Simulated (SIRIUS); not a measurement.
Consider a self-consistent single point of AlNi (Pm-3m, 2 atoms in the cell; from Materials Project mp-1487, changed as shown).

```yaml
crystal:
  lattice:
    - [2.80252, 0.00000, 0.00000]
    - [0.00000, 2.80252, 0.00000]
    - [0.00000, 0.00000, 2.80252]
  atoms:
    - { symbol: Al, position: [0.50000, 0.50000, 0.50000] }
    - { symbol: Ni, position: [0.00000, 0.00000, 0.00000] }
```

Level of theory: PBE, FP-LAPW (LAPW with two local orbitals a valence shell; core below -3 Ha), all-electron full potential with ZORA scalar-relativistic valence and Dirac core in SIRIUS.

SIRIUS settings:

- parameters.ngridk = 16 16 16
- basis = LAPW with two local orbitals a valence shell, core below -3 Ha
- unit_cell.atom_type_rmt = {Al: 2.17, Ni: 2.36} bohr
- parameters.xc_functionals = [XC_GGA_X_PBE, XC_GGA_C_PBE]
- parameters.aw_cutoff = 7
- parameters.pw_cutoff = 20 1/bohr
- parameters.smearing = fermi_dirac
- parameters.smearing_width = 0.00367493 Ha
- parameters.electronic_structure_method = full_potential_lapwlo
- parameters.lmax_apw = 8
- parameters.lmax_rho = 8
- parameters.lmax_pot = 8
- parameters.auto_rmt = 0
- parameters.num_fv_states = 17
- parameters.num_mag_dims = 0
- parameters.num_dft_iter = 100
- parameters.energy_tol = 1e-07 Ha
- parameters.density_tol = 1e-06
- mixer.type = broyden2
- mixer.beta = 0.2
- mixer.use_hartree = false

Results:

Number of valence electrons: 25
Number of bands: 17
Number of k-points after the program's reduction: 165
Size of the basis: 124
Number of SCF iterations: 17
FFT grid: 36 × 36 × 36
Free energy E − TS: -47992.2854 eV
Fermi level (on the code's own zero): 9.47 eV

For comparison: a first run was changed to give this one (lattice scaled by 0.98), and from it to this one the free energy goes up by 76.3 meV/atom.

The run has no spin polarisation, so moments on Ni cannot form. The structure comes from a collection of computed structures, made at another level of theory; the collection holds predicted forms beside known ones. Values depend on the basis (sphere radii, cutoffs, local orbitals), which need not be converged.

Cost on one core: around 40 core-seconds (rough).
